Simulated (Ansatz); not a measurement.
According to plane-wave PAW r²SCAN (Ansatz code), SnTeO3 in the trigonal phase (R3c; Sn on 6a, Te on 6a, O on 18b) relaxes to a = 6.490 Å, c = 13.647 Å. Te has 3 nearest neighbours from 1.91 Å (trigonal pyramidal). Against the elements it lies at -1.02 eV/atom, with no fitted shifts.

The Kohn–Sham gap is 2.69 eV (indirect). The screened hybrid HSE06 puts the gap at 3.39 eV. Gap from r²SCAN with spin–orbit coupling: 2.62 eV. The electron mass is 0.61, 1.1, 1.4 mₑ (principal values). The hole mass is 1.3, 1.3, 2.3 mₑ (principal values).

An equation-of-state fit gives a bulk modulus of 29.4 GPa. Bader charges are Sn +1.45, Te +2.32, O -1.26 e.

The start of the workflow was typed in or built on a structure type; neither database checked (COD, Materials Project) lists it. Whether it is the stable phase at ambient conditions was not checked. The cell was relaxed with r²SCAN under the symmetry of its start; whether a distortion lowers the energy is not shown. The volume moved by 26 % from the start of the relaxation. The references are the lowest solids computed at this level, not always the standard phases (solids in place of the gases). Spin–orbit coupling is left out wherever it is not named.

Potentials: the later of the program's two PAW sets.
